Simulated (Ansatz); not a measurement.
MgZn$_{3}$O$_{4}$:
```yaml
crystal:
  lattice:
    - [6.56698, 0.00000, 0.00000]
    - [-3.28349, 5.68717, 0.00000]
    - [0.00000, 0.00000, 5.26651]
  atoms:
    - { symbol: Mg, position: [0.66667, 0.33333, 0.00164] }
    - { symbol: O, position: [0.66667, 0.33333, 0.38089] }
    - { symbol: Zn, position: [0.83421, 0.16579, 0.50146] }
    - { symbol: O, position: [0.83232, 0.16768, 0.88303] }
    - { symbol: Zn, position: [0.66842, 0.83421, 0.00146] }
    - { symbol: O, position: [0.66463, 0.83232, 0.38303] }
    - { symbol: Zn, position: [0.83421, 0.66842, 0.50146] }
    - { symbol: O, position: [0.83232, 0.66463, 0.88303] }
    - { symbol: Zn, position: [0.16579, 0.33158, 0.00146] }
    - { symbol: O, position: [0.16768, 0.33537, 0.38303] }
    - { symbol: Zn, position: [0.33158, 0.16579, 0.50146] }
    - { symbol: O, position: [0.33537, 0.16768, 0.88303] }
    - { symbol: Zn, position: [0.16579, 0.83421, 0.00146] }
    - { symbol: O, position: [0.16768, 0.83232, 0.38303] }
    - { symbol: Mg, position: [0.33333, 0.66667, 0.50164] }
    - { symbol: O, position: [0.33333, 0.66667, 0.88089] }
```

Relaxed with PBE. Special points in fractions of this cell's reciprocal vectors: Γ (0.000, 0.000, 0.000); M (0.500, 0.000, 0.000); K (0.333, 0.333, 0.000); A (0.000, 0.000, 0.500); L (0.500, 0.000, 0.500); H (0.333, 0.333, 0.500).

### Question
List the band energies nearest the valence-band maximum at these points for plane-wave PAW PBE (Ansatz code).

### Answer
In eV from the valence-band maximum; about four levels below and three above (degenerate sets whole), none deeper than 8.9 eV; points with the same levels are listed once.

```json
[
 {"k": "Γ", "below": "-0.49 -0.05 0.00 0.00", "above": "1.39 5.50 5.94 5.94"},
 {"k": "M", "below": "-0.48 -0.43 -0.31 -0.18", "above": "3.65 3.75 6.07"},
 {"k": "K", "below": "-0.59 -0.59 -0.45 -0.45 -0.37", "above": "4.07 4.35 4.35"},
 {"k": "A", "below": "-0.28 -0.28 -0.28 -0.28", "above": "3.90 3.90 5.96 5.96 5.96 5.96"},
 {"k": "L", "below": "-0.84 -0.84 -0.57 -0.57", "above": "5.06 5.06 5.27 5.27"},
 {"k": "H", "below": "-0.88 -0.88 -0.77 -0.77", "above": "5.41 5.41 5.42 5.42"}
]
```

Space group P6_3mc. The start of the workflow was typed in or built on a structure type; neither database checked (COD, Materials Project) lists it. Its standing as an ambient phase is unchecked. The cell was relaxed with PBE under the symmetry of its start; its stability against distortions is not shown here.

Potentials: the earlier of the program's two PAW sets.
